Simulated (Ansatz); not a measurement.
Hf₃F₄, a known structure type with other elements, at an estimated volume

```yaml
crystal:
  lattice:
    - [-3.42030, 3.42030, 3.42030]
    - [3.42030, -3.42030, 3.42030]
    - [3.42030, 3.42030, -3.42030]
  atoms:
    - { symbol: Hf, position: [0.25000, 0.62500, 0.37500] }
    - { symbol: Hf, position: [0.37500, 0.25000, 0.62500] }
    - { symbol: Hf, position: [0.75000, 0.87500, 0.12500] }
    - { symbol: Hf, position: [0.12500, 0.75000, 0.87500] }
    - { symbol: Hf, position: [0.62500, 0.37500, 0.25000] }
    - { symbol: Hf, position: [0.87500, 0.12500, 0.75000] }
    - { symbol: F, position: [0.12600, 0.12600, 0.12600] }
    - { symbol: F, position: [0.87400, 0.50000, 0.00000] }
    - { symbol: F, position: [0.50000, 0.00000, 0.37400] }
    - { symbol: F, position: [0.00000, 0.87400, 0.50000] }
    - { symbol: F, position: [0.37400, 0.50000, 0.00000] }
    - { symbol: F, position: [0.62600, 0.62600, 0.62600] }
    - { symbol: F, position: [0.00000, 0.37400, 0.50000] }
    - { symbol: F, position: [0.50000, 0.00000, 0.87400] }
```

Level: r2SCAN, no spin polarisation; 500 eV; 5×5×5 Γ-centred mesh; cold occupations (width 0.0995 eV); Ansatz 0.2.0, fixed geometry.

Task: Is it stable against the elements?

Result: -1.01 eV an atom against the elements' usual phases (free molecules for gases, crystals otherwise, with no correction for O₂ or N₂), so it is bound against them; other compounds may still compete. Relaxing would lower it.

Task: What does the stress say?

Result: The pressure is 31.0 GPa (compression positive), so with the atoms held at these fractions the cell would first expand; the forces are large, so a full relaxation may end otherwise.

Task: What do density and ELF say about some of the short contacts?

Result: Hf–F at 2.22 Å: least valence density 0.38 e/Å³ and ELF 0.07 there. Both are smooth PAW fields, read partly inside the augmentation spheres.

Task: Give the Bader charges.

Result: Bader charges in e: Hf +1.32, F -0.99. In the mean Hf gives up most and F takes most.

Task: What happens at the Fermi level?

Result: It is a metal, with about 11 states/eV a cell as the mean within 0.25 eV of the Fermi level, mostly Hf d (76 %).

Task: Where is the largest force?

Result: The largest is on F9 (and as large on other atoms): 1.22 eV/Å, components (-0.70, -0.70, 0.70). It makes 124° with the line to a nearest neighbour, Hf1 at 2.22 Å.

Origin: a known structure type with other elements, at an estimated volume, so it need not be a known compound. Caveats: many states at the Fermi level without spin polarisation, so a magnetic state may lie lower; atoms or cell far from equilibrium.
